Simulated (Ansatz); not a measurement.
The relaxed structure here is a generated cell of Nb: the first start was made by placing the elements on the sites of a structure type, and the end was not matched to a known phase here, so it may be hypothetical. Known forms of Nb include space group No. 229.

A relaxed structure of Nb. Space group P6/mmm (No. 191), AFLOW prototype A_hP1_191_a (A_f, as in Sn). These are PBE (plane waves to 420 eV, PAW, scalar-relativistic; Ansatz, a program for electronic structure) values and carry that method's errors.

```cif
data_Nb
_chemical_formula_sum 'Nb1'
_space_group_name_H-M_alt 'P 1'
_space_group_IT_number 1
_cell_length_a 2.86783
_cell_length_b 2.86783
_cell_length_c 2.72308
_cell_angle_alpha 90.000
_cell_angle_beta 90.000
_cell_angle_gamma 120.000
loop_
_space_group_symop_operation_xyz
  'x, y, z'
loop_
_atom_site_label
_atom_site_type_symbol
_atom_site_fract_x
_atom_site_fract_y
_atom_site_fract_z
_atom_site_occupancy
Nb1 Nb 0.00000 0.00000 0.00000 1
```

```yaml
volume_per_atom: 19.40 Å³
density: 7.95 g/cm³
band_gap: zero (metallic)
shortest_distances: Nb–Nb 2.72 Å
k-mesh: 19×19×17
```

Band energies at high-symmetry points (eV from the Fermi level; labels of this space group; no spin-orbit coupling), from −5 eV up to 1.7 eV:

```csv
point,energies
Γ,-3.00 0.17 0.17
M,-3.84 -1.90 1.25
K,-1.69 -1.16 -1.16
A,-3.02 0.16 0.90 0.90
L,-4.06 -2.41 0.75
H,-2.60 -2.60 0.71 0.71
```

No spin polarisation in the result.

The run could not lose the symmetry of its start, so the end can be a saddle point.

It was reached from a disturbed copy of a Pm-3m (No. 221) cell (simple cubic type), against which it lies -0.36 eV/atom.
